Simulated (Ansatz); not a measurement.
Magnetic orders of Mn$_{3}$SiB

Theory: DFT r2SCAN, scalar-relativistic, plane waves, PAW (Ansatz).

```cif
data_structure
_symmetry_space_group_name_H-M 'P 1'
_symmetry_Int_Tables_number 1
_cell_length_a 3.8064
_cell_length_b 3.8064
_cell_length_c 3.8064
_cell_angle_alpha 90.000
_cell_angle_beta 90.000
_cell_angle_gamma 90.000
_cell_volume 55.15
loop_
_atom_site_label
_atom_site_type_symbol
_atom_site_fract_x
_atom_site_fract_y
_atom_site_fract_z
_atom_site_occupancy
Si1 Si 0.00000 0.00000 0.00000 1
B1 B 0.50000 0.50000 0.50000 1
Mn1 Mn 0.50000 0.50000 0.00000 1
Mn2 Mn 0.50000 0.00000 0.50000 1
Mn3 Mn 0.00000 0.50000 0.50000 1
```

- plane-wave cutoff: 500 eV
- Γ-centred k-mesh: 10×10×10
- occupation rule: Gaussian smearing, 0.1 eV
- list of starting moments (μB, in atom order): 0 0 4 4 4
- check for lower electronic states after the SCF: off

All runs keep this geometry, which isn't relaxed for the lowest state (largest force there 0.000 eV/Å, pressure 17.6 GPa) and needn't be a stable compound; relaxing each order would shift the differences by some 50 meV/atom, going by the pressures and a bulk modulus of about 150 GPa. r2SCAN tends to overstate moments in metals, so a weak moment here may be absent in the real material. Site moments are spin moments in atom-centred spheres that scale with the neighbour distance. The states are those that the runs reached from these starts; a lower one can exist. No antiferromagnetic start is among these.

Task: Starts tried: no spin; ferromagnetic. Which state comes out lowest, and what are the moments?

Result: The lowest state is ferromagnetic, reached from the start “ferromagnetic”, with site moments (μB) Si -0.20, B -0.21, Mn +2.47 (×3).

```tsv
start	ends	energy above lowest (meV/atom)	site moments (μB)	gap on mesh (eV)	P (GPa)
no spin	non-magnetic	312	none over 0.05	metal	-9.6
ferromagnetic	ferromagnetic	0.00	Si -0.20, B -0.21, Mn +2.47 (×3)	metal	17.6
```

Cost: 2 runs of about 2 core-minutes in all, on Intel Xeon Processor @ 2.50GHz (Skylake/Cascade Lake) (shared hosts).